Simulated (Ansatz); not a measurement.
A strain series on SnSe2 (started from an entry of an open crystallographic database) with PBE in Ansatz; the unstrained cell is the r2SCAN+rVV10 minimum. Spin-unpolarised throughout; all numbers are computed.

Input of the unstrained run:
```yaml
crystal:
  lattice:
    - [3.825163835, 0.0, 0.0]
    - [-1.9125819175, 3.3126890547, 0.0]
    - [0.0, 0.0, 6.2270561801]
  atoms:
    - { symbol: Sn, position: [0.0, 0.0, 0.0] }
    - { symbol: Se, position: [0.3333333333, 0.6666666667, 0.2530760414] }
    - { symbol: Se, position: [0.6666666667, 0.3333333333, 0.7469239586] }
kpoints:
  mp_grid: { grid: [12, 12, 4] }
  band_path:
    path:
      - [0.0, 0.0, 0.0]
      - [0.5, 0.0, 0.0]
      - [0.3333333333, 0.3333333333, 0.0]
      - [0.0, 0.0, 0.5]
      - [0.5, 0.0, 0.5]
      - [0.3333333333, 0.3333333333, 0.5]
      - [-0.088542, 0.171875, 0.0]
      - [0.0, 0.458333, 0.34375]
    npoints: 1
hamiltonian:
  xc: pbe
scf:
  occupations: { method: fermi_dirac, width: 0.02 }
  n_extra_bands: 4
output:
  forces: true
  stress: true
  eigenvalues: true
```

Its main results, and the levels near the gap at the points of the path (eV from the Fermi energy, bands numbered from 0, names kept under strain):
```
Crystal: 3 atoms, lattice volume = 78.907 Å³
Basis set: ecut = 420 eV, 1545 PW (Γ)
Symmetry: 12 space group operations
Space group: P-3m1 (ITA 164)
k-points: 69 of 576
Free energy (F): -16963.348952 eV
Fermi energy:    8.165810 eV
--- Forces (eV/Å), atoms counted from 1 ---
  atom   1  Sn      0.00000      0.00000      0.00000
  atom   2  Se      0.00000      0.00000      0.26100
  atom   3  Se      0.00000      0.00000    -0.26100
--- Stress (GPa, compression-positive) ---
        2.835926       0.000000       0.000000
        0.000000       2.835926       0.000000
        0.000000       0.000000       3.005039
  P = ⅓ Tr σ = 2.8923 GPa (28.923 kbar)
```
```tsv
point	band_20	band_21	band_22	band_23	band_24	band_25
Γ	-0.667	-0.667	-0.492	0.640	2.704	4.286
M	-2.837	-1.623	-0.639	0.784	3.388	4.957
K	-3.596	-1.911	-1.911	0.874	5.966	5.966
A	-1.034	-0.509	-0.509	2.076	2.615	4.028
L	-2.363	-1.200	-1.031	0.369	3.803	4.363
H	-3.966	-0.773	-0.773	1.955	4.162	4.162
(-0.089,0.172,0)	-0.994	-0.824	-0.370	1.817	3.703	3.821
(0,0.458,0.344)	-2.574	-1.234	-0.940	0.259	3.839	4.897
```

Epitaxial +4.86 % in the xy plane, free normal strain -5.26 %. The input changes in these blocks:
```yaml
crystal:
  lattice:
    - [4.0110667974, 0.0, 0.0]
    - [-2.0055333987, 3.4736857428, 0.0]
    - [0.0, 0.0, 5.8996357542]
  atoms:
    - { symbol: Sn, position: [0.0, 0.0, 0.0] }
    - { symbol: Se, position: [0.3333333333, 0.6666666667, 0.2565719651] }
    - { symbol: Se, position: [0.6666666667, 0.3333333333, 0.7434280349] }
kpoints:
  mp_grid: { grid: [12, 12, 4] }
  band_path:
    path:
      - [0.0, 0.0, 0.0]
      - [0.5, 0.0, 0.0]
      - [0.3333333333, 0.3333333333, 0.0]
      - [0.0, 0.0, 0.5]
      - [0.5, 0.0, 0.5]
      - [0.3333333333, 0.3333333333, 0.5]
      - [-0.083333, 0.041667, 0.0]
    npoints: 1
```

```
Crystal: 3 atoms, lattice volume = 82.201 Å³
Basis set: ecut = 420 eV, 1627 PW (Γ)
Symmetry: 12 space group operations
Space group: P-3m1 (ITA 164)
k-points: 69 of 576
Free energy (F): -16963.298125 eV
Fermi energy:    7.698796 eV
--- Forces (eV/Å), atoms counted from 1 ---
  atom   1  Sn      0.00000      0.00000      0.00000
  atom   2  Se      0.00000      0.00000      0.23577
  atom   3  Se      0.00000      0.00000    -0.23577
--- Stress (GPa, compression-positive) ---
       -1.905657       0.000000       0.000000
        0.000000      -1.905657       0.000000
        0.000000       0.000000       2.385365
  P = ⅓ Tr σ = -0.4753 GPa (-4.753 kbar)
```
```tsv
point	band_20	band_21	band_22	band_23	band_24	band_25
Γ	-1.093	-1.093	-0.085	-0.043	2.138	3.871
M	-3.040	-1.526	-0.700	0.638	3.155	4.675
K	-3.236	-1.862	-1.862	0.712	6.073	6.125
A	-1.418	-0.856	-0.856	1.434	2.036	3.469
L	-1.999	-1.268	-1.267	0.554	3.771	4.621
H	-3.788	-0.455	-0.455	1.920	4.319	4.319
(-0.083,0.042,0)	-1.049	-1.040	-0.032	0.454	2.418	3.701
```

PBE: gap 0.63 before, none (overlap 0.01) after (eV); it has closed.

Biaxial -5.75 % in x and y, z held. The input changes in these blocks:
```yaml
crystal:
  lattice:
    - [3.6052169145, 0.0, 0.0]
    - [-1.8026084572, 3.1222094341, 0.0]
    - [0.0, 0.0, 6.2270561801]
  atoms:
    - { symbol: Sn, position: [0.0, 0.0, 0.0] }
    - { symbol: Se, position: [0.3333333333, 0.6666666667, 0.2631953217] }
    - { symbol: Se, position: [0.6666666667, 0.3333333333, 0.7368046783] }
kpoints:
  mp_grid: { grid: [12, 12, 4] }
  band_path:
    path:
      - [0.0, 0.0, 0.0]
      - [0.5, 0.0, 0.0]
      - [0.3333333333, 0.3333333333, 0.0]
      - [0.0, 0.0, 0.5]
      - [0.5, 0.0, 0.5]
      - [0.3333333333, 0.3333333333, 0.5]
      - [-0.104167, 0.104167, 0.197917]
      - [0.0, 0.466146, 0.382812]
    npoints: 1
```

```
Crystal: 3 atoms, lattice volume = 70.093 Å³
Basis set: ecut = 420 eV, 1305 PW (Γ)
Symmetry: 12 space group operations
Space group: P-3m1 (ITA 164)
k-points: 69 of 576
Free energy (F): -16962.970073 eV
Fermi energy:    10.039626 eV
--- Forces (eV/Å), atoms counted from 1 ---
  atom   1  Sn      0.00000      0.00000      0.00000
  atom   2  Se      0.00000      0.00000      0.33551
  atom   3  Se      0.00000      0.00000    -0.33551
--- Stress (GPa, compression-positive) ---
       13.302251       0.000000       0.000000
        0.000000      13.302251       0.000000
        0.000000       0.000000       5.754857
  P = ⅓ Tr σ = 10.7865 GPa (107.865 kbar)
```
```tsv
point	band_20	band_21	band_22	band_23	band_24	band_25
Γ	-0.628	-0.385	-0.385	1.198	3.320	4.807
M	-2.822	-2.307	-0.616	0.974	3.385	4.550
K	-4.186	-2.545	-2.545	0.470	5.617	5.617
A	-0.763	-0.184	-0.184	3.023	3.258	4.525
L	-2.599	-1.577	-1.099	0.124	3.114	4.246
H	-4.617	-1.162	-1.162	1.868	3.520	3.520
(-0.104,0.104,0.198)	-1.151	-0.764	-0.136	2.500	3.781	4.645
(0,0.466,0.383)	-2.615	-1.673	-1.031	0.066	3.544	4.236
```

PBE: the gap goes from 0.629 to 0.202 eV (-0.427 eV); the edges go from (-0.089, 0.172, 0) → (0, 0.458, 0.344) to (-0.104, 0.104, 0.198) → (0, 0.466, 0.383).

Another run changes these blocks:
```yaml
crystal:
  lattice:
    - [4.0451107555, 0.0, 0.0]
    - [-2.0225553777, 3.5031686754, 0.0]
    - [0.0, 0.0, 6.5851119105]
  atoms:
    - { symbol: Sn, position: [0.0, 0.0, 0.0] }
    - { symbol: Se, position: [0.3333333333, 0.6666666667, 0.229586278] }
    - { symbol: Se, position: [0.6666666667, 0.3333333333, 0.770413722] }
kpoints:
  mp_grid: { grid: [12, 12, 4] }
  band_path:
    path:
      - [0.0, 0.0, 0.0]
      - [0.5, 0.0, 0.0]
      - [0.3333333333, 0.3333333333, 0.0]
      - [0.0, 0.0, 0.5]
      - [0.5, 0.0, 0.5]
      - [0.3333333333, 0.3333333333, 0.5]
    npoints: 1
```

```
Crystal: 3 atoms, lattice volume = 93.316 Å³
Basis set: ecut = 420 eV, 1811 PW (Γ)
Symmetry: 12 space group operations
Space group: P-3m1 (ITA 164)
k-points: 69 of 576
Free energy (F): -16963.290183 eV
Fermi energy:    5.892461 eV
--- Forces (eV/Å), atoms counted from 1 ---
  atom   1  Sn      0.00000      0.00000      0.00000
  atom   2  Se      0.00000      0.00000      0.19891
  atom   3  Se      0.00000      0.00000    -0.19891
--- Stress (GPa, compression-positive) ---
       -3.354745       0.000000       0.000000
        0.000000      -3.354745       0.000000
        0.000000       0.000000       0.976711
  P = ⅓ Tr σ = -1.9109 GPa (-19.109 kbar)
```
```tsv
point	band_20	band_21	band_22	band_23	band_24	band_25
Γ	-0.774	-0.774	-0.259	0.213	2.245	3.913
M	-2.412	-0.889	-0.639	0.543	3.405	5.148
K	-3.095	-1.157	-1.157	1.271	5.842	5.842
A	-1.135	-0.712	-0.712	1.145	2.192	3.782
L	-1.955	-0.822	-0.810	0.485	3.808	4.967
H	-3.275	-0.577	-0.577	1.770	4.686	4.686
```

**Question.** Which strain is this, and what did it do?

**Answer.** Isotropic +5.75 % on every length, atoms relaxed again. PBE: the gap goes from 0.629 to 0.472 eV (-0.157 eV); it turns from indirect ((-0.089, 0.172, 0) → (0, 0.458, 0.344)) to direct (Γ).

Uniaxial -5.64 % along z, other directions held. The input changes in these blocks:
```yaml
crystal:
  lattice:
    - [3.825163835, 0.0, 0.0]
    - [-1.9125819175, 3.3126890547, 0.0]
    - [0.0, 0.0, 5.8758502116]
  atoms:
    - { symbol: Sn, position: [0.0, 0.0, 0.0] }
    - { symbol: Se, position: [0.3333333333, 0.6666666667, 0.2660809165] }
    - { symbol: Se, position: [0.6666666667, 0.3333333333, 0.7339190835] }
kpoints:
  mp_grid: { grid: [12, 12, 4] }
  band_path:
    path:
      - [0.0, 0.0, 0.0]
      - [0.5, 0.0, 0.0]
      - [0.3333333333, 0.3333333333, 0.0]
      - [0.0, 0.0, 0.5]
      - [0.5, 0.0, 0.5]
      - [0.3333333333, 0.3333333333, 0.5]
      - [-0.067708, 0.135417, 0.0]
      - [0.0, 0.427083, 0.333333]
    npoints: 1
output:
  forces: true
  stress: true
  eigenvalues: true
  write_density: true
  write_potential: true
  elf: true
  volumetric_format: npy
```

```
Crystal: 3 atoms, lattice volume = 74.456 Å³
Basis set: ecut = 420 eV, 1459 PW (Γ)
Symmetry: 12 space group operations
Space group: P-3m1 (ITA 164)
k-points: 69 of 576
Free energy (F): -16963.281546 eV
Fermi energy:    9.172089 eV
--- Forces (eV/Å), atoms counted from 1 ---
  atom   1  Sn      0.00000      0.00000      0.00000
  atom   2  Se      0.00000      0.00000      0.28802
  atom   3  Se      0.00000      0.00000    -0.28802
--- Stress (GPa, compression-positive) ---
        4.134310       0.000000       0.000000
        0.000000       4.134310       0.000000
        0.000000       0.000000       5.179468
  P = ⅓ Tr σ = 4.4827 GPa (44.827 kbar)
```
```tsv
point	band_20	band_21	band_22	band_23	band_24	band_25
Γ	-0.978	-0.978	-0.313	0.434	2.520	4.177
M	-3.165	-2.071	-0.713	0.841	3.198	4.606
K	-3.693	-2.388	-2.388	0.466	6.159	6.159
A	-1.320	-0.680	-0.680	2.144	2.413	3.729
L	-2.367	-1.484	-1.407	0.416	3.655	4.246
H	-4.332	-0.668	-0.668	2.073	3.974	3.974
(-0.068,0.135,0)	-1.042	-0.998	-0.210	1.471	3.224	3.746
(0,0.427,1/3)	-2.719	-1.500	-1.222	0.082	3.759	5.241
```

PBE: the gap goes from 0.629 to 0.292 eV (-0.337 eV); the edges go from (-0.089, 0.172, 0) → (0, 0.458, 0.344) to Γ–K (0.20) → (0, 0.427, 1/3).

No spin-orbit coupling is included; it can move band edges with weight on the heavy atoms by tenths of an eV.
